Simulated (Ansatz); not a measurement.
**Run on Mo (Im-3m) — total moment held at 0.2 μB**

All numbers below come from DFT, PBE, all-electron PAW with datasets made for the crystal, scalar-relativistic (Ansatz 0.2.0).

Command: `ansatz run input.yaml --threads 1 --pin off --max-ram 3072MiB --backend cpu --events-out ev --progress --plain --runs-dir out`

```yaml
crystal:
  lattice:
    - [-1.573415, 1.573415, 1.573415]
    - [1.573415, -1.573415, 1.573415]
    - [1.573415, 1.573415, -1.573415]
  atoms:
    - { symbol: Mo, position: [0.0, 0.0, 0.0], spin: 0.2 }
magnetization:
  spin_polarized: true
  initial_magnetization: 0.2
  spin_locking: { lock_magnetization: hard }
kpoints:
  mp_grid: { grid: [17, 17, 17] }
scf:
  occupations: { method: fermi_dirac, width: 0.05 }
  lower_state_search: "off"
hamiltonian:
  xc: pbe
  pseudopotentials: { kind: all_electron, datasets: crystal }
output:
  forces: true
  stress: true
  eigenvalues: false
```

The program prints:

```
settings of this run that can trade accuracy for cost: output.eigenvalues: false. Do not mix this run's numbers with those of runs without the same settings; the input reference describes each key
hamiltonian.pseudopotentials.datasets: crystal makes datasets for this crystal and solves the spheres of its atoms anew in each pass: cutoff 260.0 eV, the density's 1040.0 eV; for an error of 0.50 meV an atom under PBE, 0.5 meV for the cell; an energy difference from a run of another recipe may be off by several times the error for the cell, under r2SCAN by more, where some 0.1 meV an atom stays a …
Engine: ansatz 0.2.0
Pseudopotentials: kind: all_electron
Pseudopotential: Mo, paw, valence charge 14, recommended cutoff 260 eV (normal), crystal/all_electron/pbe/scalar/gaussian/Mo, Koelling and Harmon's equation, gaussian nucleus
Functional definition: PBE
  parameter kappa = 0.804
  parameter beta = 0.06672455060314922
  exchange = pbe_x(kappa = kappa, mu = beta*pi^2/3)
  correlation = pbe_c(beta = beta)
Crystal: 1 atoms, lattice volume = 15.581 Å³
Basis set: ecut = 260 eV, 141 PW (Γ), exchange–correlation on 30×30×30 points (8 copies of the dense FFT grid, shifted against one another)
Bands: 12, of which v1, the nominal top of the filled ones, is band 7 counted from 1 (6 counted from 0)
Symmetry: 48 space group operations
Space group: Im-3m (ITA 229), of the structure as read, at distance tolerance 2.5e-5 Å
Magnetic group: BNS 229.140 (UNI 1642), of the structure as read, at distance tolerance 2.5e-5 Å
k-points: 165 of 4913
Non-local potential: Mo, projectors of the file, l = 0: 2, l = 1: 2, l = 2: 2
PAW form: soft (Blöchl's): semilocal exchange-correlation on the pseudo side does not see the compensation charge
PAW one-centre angular grid: Mo, 590 points (default); XC on its mesh's 1879 points in the sphere
Initial density: superposition of atomic densities (chi_scale 0.1, normalization cell)
Starting moments: Σ|m| = 0.2 μB on 1 of 1 site
Initial wavefunctions: pseudopotential atomic-orbital guess
Functional: x = pbe(κ = 0.804, μ = 0.2195149727645171), c = pbe(β = 0.06672455060314922)
iter 1 solved again at ethr=1.60e-2 eV; its pass at ethr=1.00e-1 eV (dr2=2.24e0 eV) is discarded
SCF iter   1: F=—  HF=-110178.531388 eV  |F-HF|=—  |Δ(HF+E_count)|=         —  Δρ=6.33e-2 (↑6.33e-2 ↓5.48e-2)  dr2=2.29e0  dr2_m=3.07e-3  M=0.200 μB ∫|m|=0.200 μB  β_m=0.30  ethr=1.60e-2  ⟨swp⟩=2.1  Hψ=21022  notcnv=0
preconditioner: auto → none  [metal: Δε(μ)=0.018 eV  Ē_g=10.463 eV  σ=0.050 eV  W_gap=0.09  n_scr=0 (ndim 8)  ℏωp=23.0 eV  f_vac=0.000  D(μ)=0.69/eV (n_scr^D=0)]
SCF iter   2: F=—  HF=-110177.957868 eV  |F-HF|=—  |Δ(HF+E_count)|=   5.74e-1  Δρ=3.11e-2 (↑3.11e-2 ↓2.63e-2)  dr2=5.06e-1  dr2_m=1.22e-3  M=0.200 μB ∫|m|=0.200 μB  β_m=0.45  ethr=1.60e-2  ⟨swp⟩=2.0  Hψ=7920  notcnv=0
[...]
SCF iter   6: F=—  HF=-110177.820294 eV  |F-HF|=—  |Δ(HF+E_count)|=   6.57e-6  Δρ=5.80e-5 (↑3.30e-5 ↓5.80e-5)  dr2=6.80e-7  dr2_m=4.92e-8  M=0.200 μB ∫|m|=0.200 μB  β_m=0.86  ethr=2.95e-7  ⟨swp⟩=2.5  Hψ=6589  notcnv=0
iter 7 did not close the SCF: its close was put off for a magnetic moment that had not settled (scf_convergence_deferred on its scf_iter line)
SCF iter   7: F=-110177.820294 eV  HF=-110177.820294 eV  |F-HF|=1.95e-9  |Δ(HF+E_count)|=   1.61e-7  Δρ=5.57e-6 (↑5.57e-6 ↓1.57e-6)  dr2=5.40e-9  dr2_m=1.02e-9  M=0.200 μB ∫|m|=0.200 μB  β_m=0.93  ethr=4.86e-9  ⟨swp⟩=3.0  Hψ=7282  notcnv=0
SCF iter   8: F=-110177.820294 eV  HF=-110177.820294 eV  |F-HF|=1.46e-11  |Δ(HF+E_count)|=  1.02e-10  Δρ=6.10e-7 (↑2.19e-7 ↓6.10e-7)  dr2=4.53e-11  dr2_m=2.02e-11  M=0.200 μB ∫|m|=0.200 μB  ethr=3.85e-11  ⟨swp⟩=3.0  Hψ=7774  notcnv=0
SCF 1 converged in 8 iterations: F = -110177.820294 eV  dr2 = 4.53e-11
  Residual-converged pass: ⟨swp⟩=1.9  Hψ=4775  notcnv=0  max |occ|·‖R‖ = 3.7e-6 eV (tolerance 3.7e-6 eV)  dr2=4.21e-11  dr2_m=2.13e-11  dr2_onsite=5.77e-11  max |Δocc| = 1.4e-10
  greatest PAW one-centre occupation: 0.997 electrons in one spin orbital (limit 2), on the Mo atom at site 0 (counted from 0), in its partial waves of l = 0
SCF converged after 8 iterations
Stability checked in part: among states of this total moment the steps that led to this state did not find it unstable. No probe was made; neither looks for a lower state of another moment (fixed_total_moment; see scf.lower_state_search)
Magnetization: 0.2000 μB (7.1000 up, 6.9000 down)
Absolute magnetization: 0.2000 μB (∫|ρ↑−ρ↓|)
Spin contamination: -0.0088 ħ² per cell (⟨S²⟩ above its minimum at these occupations)
Per-site moments (μB) at R_I (Å): [(0.14731332658095933, 1.1241593225737814)]
Free energy (F): -110177.820294 eV
Harris-Foulkes:  -110177.820294 eV  (|F-HF|=1.46e-11)
Internal energy: -110177.813376 eV  (E = F + TS)
E sigma→0 (E₀):  -110177.816835 eV
Entropy (-TS):   -0.006918 eV (-6.918 meV/atom)
Past the cutoff: the bands carry plane waves up to 1.75 times it, of which those up to 1.5 times it add -0.000474 eV an atom, each by itself; the spheres take 0.000260 eV an atom off the energy for waves past 1.75 times it
By the cutoff:   a pressure is off by up to 0.007 GPa (1.2 times the spheres' own share and the shells' term, over an atom's volume, and 0.004 GPa: a bound that held against runs at twice the plane waves)
Past the cutoffs: a stress includes 0.0007 GPa for waves and charges beyond them, in addition to the slope of what the spheres take
In the spheres:  the bands' charges fall short by 1.5e-7 e at most (sound up to 1e-3)
Fermi energy:    23.524650 (↑ 23.779715, ↓ 23.269585) eV
--- Per-component energies (eV) ---
  E_band       = -20.791899
  E_kinetic    = 201.387881
  E_local      = -500.842275  (includes V_loc(G=0)·N_el)
  E_nonlocal   = 109.715420
  E_hartree    = 290.127056
  E_xc         = -79.462193
  E_vxc        = -103.716519  (∫ρ·V_xc dr)
  E_paw        = -110898.509396  (= ΣΔE_a)
  E_vpaw       = -2639.339217  (= ΣTr[D̂ρ^β])
  E_ewald      = -1631.978787
  E_smearing   = -0.006918  (= −TS)
  E_closure    = 2331.748918  (closes the sum)
  Σ components = -110177.820294   (vs F -110177.820294, Δ=0.00e0)
  The terms above E_closure are by the made datasets' own strengths, without shells solved beside the bands.
--- Forces (eV/Å), atoms counted from 1 ---
  atom   1  Mo     0.00000000     0.00000000     0.00000000
  max |Σ_I F_I| component: 1.85e-32 eV/Å
--- Stress (GPa, compression-positive) ---
        3.731498      -0.000000       0.000000
       -0.000000       3.731498       0.000000
        0.000000      -0.000000       3.731498
  P = ⅓ Tr σ = 3.7315 GPa (37.315 kbar)
settings of this run that can trade accuracy for cost: output.eigenvalues: false. Do not mix this run's numbers with those of runs without the same settings; the input reference describes each key
```

Site moments (μB): Mo 0.15. Cell moment 0.20 μB.

The magnetic group in the log treats spin as a scalar label, without spin–orbit coupling.

The Ansatz runs typed with the search for lower states off end where their start leads. The magnetic state is the one that this cell and start allow. It needn't be the compound's measured order, which may need a larger cell or be absent.

It took 8.2 s on 1 thread of Intel(R) Xeon(R) Platinum 8488C (Sapphire Rapids), with other jobs on the host, peak memory 0.5 GiB.
